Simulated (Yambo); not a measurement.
Yambo run on Li$_{2}$WS$_{4}$ (space group I-42m, No. 121). The wavefunctions are PBEsol (Quantum ESPRESSO, PseudoDojo norm-conserving, 74 Ry, without SOC) ones on a 2×2×2 mesh (22 occupied bands); a = b = c = 6.1787 Å, α = β = 122.14°, γ = 86.33°.

Yambo input:

```
rim_cut
gw0
dyson
el_el_corr
HF_and_locXC
ppa
em1d
RandQpts= 1000000
RandGvec= 1 Ry
EXXRLvcs= 74 Ry
VXCRLvcs= 296 Ry
Chimod= "HARTREE"
% BndsRnXp
 4 | 267 |
%
NGsBlkXp= 7 Ry
% LongDrXp
 1.0 | 1.0 | 1.0 |
%
PPAPntXp= 27.2114 eV
% GbndRnge
 1 | 169 |
%
GTermKind= "BG"
DysSolver= "n"
ExtendOut
% QPkrange
 2 | 2 | 22 | 22 |
 4 | 4 | 22 | 23 |
%
```

k points by index: 2 = X, 4 = Z.

Table of the .qp output:

```
#    K-point    Band    Eo [eV]    E [eV]    E-Eo [eV]    Vxc [eV]    Vnlxc [eV]    Sc|Eo [eV]    Sc|E [eV]    dSc/dw|Eo [eV]    Re(Z)    Im(Z)
#
    2    22    0.000000    -0.849701    -0.849701    -12.67796    -15.37395    1.598305    1.846285    -7.940382    0.774108    -0.001638
    4    22    -0.361312    -1.240635    -0.879323    -12.34269    -15.18763    1.708288    1.965613    -7.962031    0.773631    -0.001668
    4    23    1.605233    2.513267    0.908034    -14.15780    -9.486549    -3.525102    -3.763219    -7.134746    0.792266    -0.001524
```
(The two width columns are left out.) Convergence of these settings isn't established.

Geometry relaxed with PBE+D3(BJ).

The structure is a Materials Project entry; no match was found in the copy of COD used, and its stability was not checked.
